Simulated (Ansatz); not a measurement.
MgZn3S4:
```
MgZn3S4
1.0
    6.27678     0.00000     0.00000
    0.00000     3.83276     0.00000
   -0.00499     0.00000     6.66041
Mg Zn S
1 3 4
Cartesian
  3.13453   0.00000   4.43789
  3.13418   1.91638   1.11403
  6.27204   1.91638   5.57368
  6.26957   0.00000   2.19327
  0.69331   0.00000   4.42899
  0.79839   1.91638   1.11376
  3.95778   1.91638   5.62785
  3.94124   0.00000   2.15149
```

Relaxed with PBEsol. Special points in fractions of this cell's reciprocal vectors: Γ (0.000, 0.000, 0.000); Z (0.000, 0.500, 0.000); D (0.000, 0.500, 0.500); B (0.000, 0.000, 0.500); A (-0.500, 0.000, 0.500); E (-0.500, 0.500, 0.500); C2 (-0.500, 0.500, 0.000); Y2 (-0.500, 0.000, 0.000).

### Question
List the band energies nearest the valence-band maximum at these points for the program Ansatz at the PBEsol level (PAW).

### Answer
In eV from the valence-band maximum; about four levels below and three above (degenerate sets whole), none deeper than 8.9 eV; points with the same levels are listed once.

```tsv
k	below	above
Γ	-0.79 -0.06 -0.01 0.00	2.30 3.27 3.85
Z	-1.60 -1.54 -1.41 -1.33	4.52 4.68 5.35
D	-1.56 -1.54 -0.83 -0.74	3.54 3.82 4.35
B	-0.68 -0.49 -0.46 -0.29	3.87 4.01 4.06
A	-1.15 -1.02 -1.00 -0.66	4.10 4.20 4.40
E	-1.44 -1.37 -1.34 -1.25	3.45 3.54 3.56
C2	-1.40 -1.37 -1.27 -1.09	4.31 4.46 4.51
Y2	-0.53 -0.53 -0.34 -0.31	3.41 3.46 3.62
```

Space group Pm. The workflow started from a Materials Project entry (that database holds measured and hypothetical structures alike); the Crystallography Open Database copy checked does not list it. With Mg and Zn taken as one species the cell has the higher symmetry P6_3mc, so it may be an ordered model of a mixed-site phase. Whether it is the stable phase at ambient conditions was not checked. The PBEsol relaxation kept the symmetry of its start; of distortions, only those at the zone centre were tested.

Potentials: the later of the program's two PAW sets.
